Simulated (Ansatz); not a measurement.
Input, command and steps of an Ansatz relaxation.

```yaml
crystal:
  lattice:
    - [6.4221715767, 0.0, 0.0]
    - [0.0, 6.4221715767, 0.0]
    - [0.0, 0.0, 6.4221715767]
  atoms:
    - { symbol: Cu, position: [0.5, 0.5, 0.0] }
    - { symbol: Cu, position: [0.5, 0.0, 0.5] }
    - { symbol: Cu, position: [0.0, 0.5, 0.5] }
    - { symbol: Cu, position: [0.0, 0.0, 0.0] }
    - { symbol: Se, position: [0.1083085854, 0.8916914146, 0.3916914146] }
    - { symbol: Se, position: [0.8916914146, 0.3916914146, 0.1083085854] }
    - { symbol: Se, position: [0.3916914146, 0.1083085854, 0.8916914146] }
    - { symbol: Se, position: [0.6083085854, 0.6083085854, 0.6083085854] }
    - { symbol: Se, position: [0.8916914146, 0.1083085854, 0.6083085854] }
    - { symbol: Se, position: [0.1083085854, 0.6083085854, 0.8916914146] }
    - { symbol: Se, position: [0.6083085854, 0.8916914146, 0.1083085854] }
    - { symbol: Se, position: [0.3916914146, 0.3916914146, 0.3916914146] }
basis:
  ecutwfc: 500
kpoints:
  mp_grid: { grid: [6, 6, 6] }
hamiltonian:
  xc: r2scan
scf:
  occupations: { method: gaussian, width: 0.1 }
output:
  forces: true
  stress: true
  eigenvalues: true
  write_density: true
  write_potential: true
  elf: true
  volumetric_format: npy
relax:
  adjacent_minimum: "off"
  f_tol: 0.01
  max_steps: 60
  cell: { stress_tol: 0.1 }
```

```bash
ansatz run input.yaml --threads 2 --pin off --max-ram 5120MiB --backend cpu --events-out ev --progress --plain --runs-dir out
```

Level of theory: DFT r2SCAN, scalar-relativistic, plane waves, PAW (Ansatz).

Of 5 frames 5 are shown, positions in Å and forces in eV/Å; the SCF threshold varies from step to step. Steps run on the plane waves of an earlier cell, with a Pulay correction in the pressure. The basis is chosen afresh for the last frame, the zero of the energies, and at times for earlier ones too; energy and pressure step there, also at an unchanged geometry.

```xyz
12
Lattice="6.4222 0.0000 0.0000 0.0000 6.4222 0.0000 0.0000 0.0000 6.4222" Properties=species:S:1:pos:R:3:forces:R:3 pbc="T T T" step=1 free_energy_over_end_meV_per_atom=77.74 pressure_GPa=-7.93
Cu    3.2111    3.2111    0.0000    0.0000    0.0000    0.0000
Cu    3.2111    0.0000    3.2111    0.0000    0.0000    0.0000
Cu    0.0000    3.2111    3.2111    0.0000    0.0000    0.0000
Cu    0.0000    0.0000    0.0000    0.0000    0.0000    0.0000
Se    0.6956    5.7266    2.5155   -0.2794    0.2794    0.2794
Se    5.7266    2.5155    0.6956    0.2794    0.2794   -0.2794
Se    2.5155    0.6956    5.7266    0.2794   -0.2794    0.2794
Se    3.9067    3.9067    3.9067   -0.2794   -0.2794   -0.2794
Se    5.7266    0.6956    3.9067    0.2794   -0.2794   -0.2794
Se    0.6956    3.9067    5.7266   -0.2794   -0.2794    0.2794
Se    3.9067    5.7266    0.6956   -0.2794    0.2794   -0.2794
Se    2.5155    2.5155    2.5155    0.2794    0.2794    0.2794
12
Lattice="6.1088 0.0000 0.0000 0.0000 6.1088 0.0000 0.0000 0.0000 6.1088" Properties=species:S:1:pos:R:3:forces:R:3 pbc="T T T" step=2 free_energy_over_end_meV_per_atom=0.37 pressure_GPa=1.04
Cu    3.0544    3.0544    0.0000    0.0000    0.0000    0.0000
Cu    3.0544    0.0000    3.0544    0.0000    0.0000    0.0000
Cu    0.0000    3.0544    3.0544    0.0000    0.0000    0.0000
Cu    0.0000    0.0000    0.0000    0.0000    0.0000    0.0000
Se    0.6710    5.4378    2.3834    0.0649   -0.0649   -0.0649
Se    5.4378    2.3834    0.6710   -0.0649   -0.0649    0.0649
Se    2.3834    0.6710    5.4378   -0.0649    0.0649   -0.0649
Se    3.7254    3.7254    3.7254    0.0649    0.0649    0.0649
Se    5.4378    0.6710    3.7254   -0.0649    0.0649    0.0649
Se    0.6710    3.7254    5.4378    0.0649    0.0649   -0.0649
Se    3.7254    5.4378    0.6710    0.0649   -0.0649    0.0649
Se    2.3834    2.3834    2.3834   -0.0649   -0.0649   -0.0649
12
Lattice="6.1395 0.0000 0.0000 0.0000 6.1395 0.0000 0.0000 0.0000 6.1395" Properties=species:S:1:pos:R:3:forces:R:3 pbc="T T T" step=3 free_energy_over_end_meV_per_atom=-0.28 pressure_GPa=-0.26
Cu    3.0698    3.0698    0.0000    0.0000    0.0000    0.0000
Cu    3.0698    0.0000    3.0698    0.0000    0.0000    0.0000
Cu    0.0000    3.0698    3.0698    0.0000    0.0000    0.0000
Cu    0.0000    0.0000    0.0000    0.0000    0.0000    0.0000
Se    0.6747    5.4648    2.3950    0.0019   -0.0019   -0.0019
Se    5.4648    2.3950    0.6747   -0.0019   -0.0019    0.0019
Se    2.3950    0.6747    5.4648   -0.0019    0.0019   -0.0019
Se    3.7445    3.7445    3.7445    0.0019    0.0019    0.0019
Se    5.4648    0.6747    3.7445   -0.0019    0.0019    0.0019
Se    0.6747    3.7445    5.4648    0.0019    0.0019   -0.0019
Se    3.7445    5.4648    0.6747    0.0019   -0.0019    0.0019
Se    2.3950    2.3950    2.3950   -0.0019   -0.0019   -0.0019
12
Lattice="6.1314 0.0000 0.0000 0.0000 6.1314 0.0000 0.0000 0.0000 6.1314" Properties=species:S:1:pos:R:3:forces:R:3 pbc="T T T" step=4 free_energy_over_end_meV_per_atom=-0.35 pressure_GPa=-0.01
Cu    3.0657    3.0657    0.0000    0.0000    0.0000    0.0000
Cu    3.0657    0.0000    3.0657    0.0000    0.0000    0.0000
Cu    0.0000    3.0657    3.0657    0.0000    0.0000    0.0000
Cu    0.0000    0.0000    0.0000    0.0000    0.0000    0.0000
Se    0.6751    5.4563    2.3906   -0.0089    0.0089    0.0089
Se    5.4563    2.3906    0.6751    0.0089    0.0089   -0.0089
Se    2.3906    0.6751    5.4563    0.0089   -0.0089    0.0089
Se    3.7408    3.7408    3.7408   -0.0089   -0.0089   -0.0089
Se    5.4563    0.6751    3.7408    0.0089   -0.0089   -0.0089
Se    0.6751    3.7408    5.4563   -0.0089   -0.0089    0.0089
Se    3.7408    5.4563    0.6751   -0.0089    0.0089   -0.0089
Se    2.3906    2.3906    2.3906    0.0089    0.0089    0.0089
12
Lattice="6.1314 0.0000 0.0000 0.0000 6.1314 0.0000 0.0000 0.0000 6.1314" Properties=species:S:1:pos:R:3:forces:R:3 pbc="T T T" step=5 free_energy_over_end_meV_per_atom=0.00 pressure_GPa=-0.03
Cu    3.0657    3.0657    0.0000    0.0000    0.0000    0.0000
Cu    3.0657    0.0000    3.0657    0.0000    0.0000    0.0000
Cu    0.0000    3.0657    3.0657    0.0000    0.0000    0.0000
Cu    0.0000    0.0000    0.0000    0.0000    0.0000    0.0000
Se    0.6751    5.4563    2.3906   -0.0089    0.0089    0.0089
Se    5.4563    2.3906    0.6751    0.0089    0.0089   -0.0089
Se    2.3906    0.6751    5.4563    0.0089   -0.0089    0.0089
Se    3.7408    3.7408    3.7408   -0.0089   -0.0089   -0.0089
Se    5.4563    0.6751    3.7408    0.0089   -0.0089   -0.0089
Se    0.6751    3.7408    5.4563   -0.0089   -0.0089    0.0089
Se    3.7408    5.4563    0.6751   -0.0089    0.0089   -0.0089
Se    2.3906    2.3906    2.3906    0.0089    0.0089    0.0089
```

The run took 4.1 min on 2 threads of Intel(R) Xeon(R) Platinum 8259CL CPU @ 2.50GHz (Skylake/Cascade Lake) (shared host), peak memory 1.6 GiB.